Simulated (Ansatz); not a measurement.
TaGeO3 (P4mm), relaxed with r²SCAN (Ansatz, a program for electronic structure, plane waves, PAW): a = b = 4.0763 Å, c = 3.9352 Å, α = β = γ = 90.00°.

```
Property        Result
--------------  ------
ΔH_f (eV/atom)   -1.90
```

Question: The same phase is relaxed and computed with PBEsol in the same code. What are the cell and these values now?

Answer: a = 4.058 Å, b = 4.058 Å, c = 3.934 Å, α = 90.00°, β = 90.00°, γ = 90.00°.

ΔH_f (eV/atom): -1.85

Typed or built starts, not in the databases checked: TaGeO3, P4mm (Ta on 1b, Ge on 1a, O on 2c, O on 1b). Unstable at this level: TaGeO3, P4mm (Ta on 1b, Ge on 1a, O on 2c, O on 1b) with PBEsol. All cells were relaxed under the symmetry of their starts (and spin orders); stability against distortions was not tested throughout. Rows with no word on spin ran without spin polarisation. Scalar-relativistic: spin–orbit coupling is off unless named, which matters more the heavier the elements.

Potentials: the later of the program's two PAW sets.

Ansatz is a plane-wave DFT program.

Formation energies count from the lowest solids of the elements computed at the same level, not from gases.
